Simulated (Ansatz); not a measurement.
# Ti$_{2}$Sn: pressure against volume

A database entry relaxed whole under r2SCAN (P6_3/mmc):

```
CELL_PARAMETERS angstrom
4.73190 0.00000 0.00000
-2.36595 4.09794 0.00000
0.00000 0.00000 5.62414
ATOMIC_POSITIONS crystal
Ti 0.33333 0.66667 0.75000
Ti 0.66667 0.33333 0.25000
Ti 0.00000 0.00000 0.00000
Ti 0.00000 0.00000 0.50000
Sn 0.33333 0.66667 0.25000
Sn 0.66667 0.33333 0.75000
```

The cell was scaled uniformly, its shape held, and the atoms relaxed at each volume with plane-wave PAW DFT (Ansatz 0.2.0; r2SCAN, 500 eV, 8×8×6 Γ-centred mesh, fermi-dirac occupations of width 0.100 eV; no spin, no spin-orbit coupling). One row is withheld.

```json
{"volume (Å³/atom)": "17.086", "energy over the lowest (meV/atom)": "26.5", "pressure (GPa)": "8.59"}
{"volume (Å³/atom)": "17.449", "energy over the lowest (meV/atom)": "11.0", "pressure (GPa)": "5.42"}
{"volume (Å³/atom)": "17.813", "energy over the lowest (meV/atom)": "2.4", "pressure (GPa)": "2.57"}
{"volume (Å³/atom)": "18.176", "energy over the lowest (meV/atom)": "0.0", "pressure (GPa)": "0.00"}
{"volume (Å³/atom)": "18.540", "energy over the lowest (meV/atom)": "?", "pressure (GPa)": "?"}
{"volume (Å³/atom)": "18.903", "energy over the lowest (meV/atom)": "11.2", "pressure (GPa)": "-4.39"}
{"volume (Å³/atom)": "19.267", "energy over the lowest (meV/atom)": "23.8", "pressure (GPa)": "-6.27"}
```

Problem. Fit the pressures of the other rows to the third-order Birch-Murnaghan form.

Solution. With f = [(V₀/V)^(2/3) − 1]/2 and P = 3B₀f(1 + 2f)^(5/2)[1 + 3(B₀′ − 4)f/2], least squares gives V₀ = 18.18 Å³ an atom, B₀ = 122 GPa and B₀′ = 4.2; the rows miss the fit by less than 0.01 GPa. The slope of the energies differs from these pressures by 0.21 GPa, since they are taken to zero smearing while pressures follow the free energy.

Problem. What does the withheld row hold?

Solution. The fit gives -2.31 GPa at 18.540 Å³; the run gave -2.31 GPa and 3.1 meV an atom.

Caveats: the shape of the cell was held, so B₀ is an upper bound where the axes differ in stiffness; 0 K, fixed nuclei; the symmetry was kept, and this need not be the phase that is stable at 0 K; one mesh for all volumes; pressure is positive in compression.
